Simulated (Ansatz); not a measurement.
A geometry of Nb away from equilibrium: step 3 of the relaxation of a relaxed Nb cell, doubled along one cell vector, shaken by Gaussian noise of σ = 0.08 Å a coordinate. Method: r2SCAN (plane waves to 500 eV, PAW, scalar-relativistic; Ansatz, an electronic-structure program). Γ-centred k-mesh 4×8×12 on the run's cell (coarser than for final values), Fermi–Dirac smearing 0.05 eV.

```xyz
6
Lattice="9.7260 -0.0260 0.0011 -2.4428 4.2265 0.0250 0.0003 0.0160 2.6777" Properties=species:S:1:pos:R:3 pbc="T T T"
Nb    -0.0492    -0.0107    -0.0832
Nb     4.8197    -0.0074     0.0273
Nb    -0.0160     2.8036     1.2932
Nb     4.8202     2.8213     1.2773
Nb     2.4014     1.4460     1.6588
Nb     7.2881     1.3733     0.9802
```

Q: Give the Cartesian forces on all atoms (eV/Å).

A: 
| atom | Fx | Fy | Fz |
|---|---|---|---|
| Nb1 | 0.42 | -0.05 | 0.15 |
| Nb2 | 0.07 | 0.17 | -0.29 |
| Nb3 | -0.27 | 0.19 | -0.40 |
| Nb4 | -0.08 | -0.25 | 0.42 |
| Nb5 | 0.03 | -0.27 | 0.83 |
| Nb6 | -0.17 | 0.22 | -0.70 |

Q: What is the pressure?

A: -0.1 GPa, compression positive.

Q: How much energy per atom can still be gained by relaxing?

A: 0.07 eV/atom; the path ends in Pnnm (No. 58).

No spin polarisation in the result.

The end of the path is a generated cell of Nb: the first start was made by placing the elements on the sites of a structure type, and the end was not matched to a known phase here, so it may be hypothetical. Known forms of Nb include space group No. 229.
